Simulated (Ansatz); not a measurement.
Given:

Rh:
```cif
data_Rh
_chemical_formula_sum 'Rh1'
_space_group_name_H-M_alt 'Pm-3m'
_space_group_IT_number 221
_space_group_name_Hall '-P 4 2 3'
_cell_length_a 2.51250
_cell_length_b 2.51250
_cell_length_c 2.51250
_cell_angle_alpha 90.000
_cell_angle_beta 90.000
_cell_angle_gamma 90.000
loop_
_atom_site_label
_atom_site_type_symbol
_atom_site_symmetry_multiplicity
_atom_site_Wyckoff_symbol
_atom_site_fract_x
_atom_site_fract_y
_atom_site_fract_z
_atom_site_occupancy
Rh1 Rh 1 a 0.00000 0.00000 0.00000 1
```

This is the r²SCAN-relaxed structure.

**Question.** All from the program Ansatz at the r²SCAN level (PAW), unless another level is named. Predict the density of states at the Fermi level.

**Answer.** 1.6 states/eV per atom (mean over ±0.08 eV).

**Question.** Next, the gap with spin–orbit coupling?

**Answer.** none (metallic).

The cell is a constructed one: a structure type filled with these elements; neither database checked (COD, Materials Project) lists it. It is not the phase usual at ambient conditions (space group No. 225). Symmetry was held in the r²SCAN relaxation; whether a distortion lowers the energy is not shown. The run is not spin-polarised. Spin–orbit coupling is left out wherever it is not named.

Potentials: the later of the program's two PAW sets.
